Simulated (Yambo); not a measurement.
Yambo run on WS$_{2}$ (space group P6_3/mmc, No. 194). The wavefunctions are PBEsol (pw.x of Quantum ESPRESSO, ONCV potentials, scalar-relativistic) ones on a 6×6×1 mesh (26 occupied bands); a = b = 3.154 Å, c = 12.138 Å, α = β = 90.00°, γ = 120.00°.

Yambo input:

```
rim_cut
gw0
dyson
el_el_corr
HF_and_locXC
ppa
em1d
RandQpts= 1000000
RandGvec= 1 Ry
EXXRLvcs= 74 Ry
VXCRLvcs= 296 Ry
Chimod= "HARTREE"
% BndsRnXp
 3 | 265 |
%
NGsBlkXp= 10 Ry
% LongDrXp
 1.0 | 1.0 | 1.0 |
%
PPAPntXp= 27.2114 eV
% GbndRnge
 1 | 169 |
%
GTermKind= "none"
DysSolver= "n"
ExtendOut
% QPkrange
 1 | 1 | 26 | 26 |
 5 | 5 | 27 | 27 |
 7 | 7 | 26 | 27 |
%
```

k points by index: 1 = Γ, 5 = (0.167, 0.167, 0), 7 = K.

Table of the .qp output:

```
#    K-point    Band    Eo [eV]    E [eV]    E-Eo [eV]    Vxc [eV]    Vnlxc [eV]    Sc|Eo [eV]    Sc|E [eV]    dSc/dw|Eo [eV]    Re(Z)    Im(Z)
#
    1    26    0.000000    0.156154    0.156154    -15.55762    -15.94115    0.581071    0.539686    -7.213158    0.790463    -0.001247
    5    27    0.845679    1.372639    0.526960    -14.23573    -10.20305    -3.372924    -3.505723    -6.856473    0.798739    -0.001219
    7    26    -0.575520    -0.376817    0.198703    -15.42754    -15.82441    0.647465    0.595566    -7.108496    0.792873    -0.001260
    7    27    1.241375    2.053455    0.812080    -16.36349    -11.98492    -3.355972    -3.566490    -7.053304    0.794150    -0.001307
```
(The two width columns are left out.) Convergence of these settings isn't established.

Spin-orbit coupling is not included.

Geometry relaxed with PBE+D3(BJ).
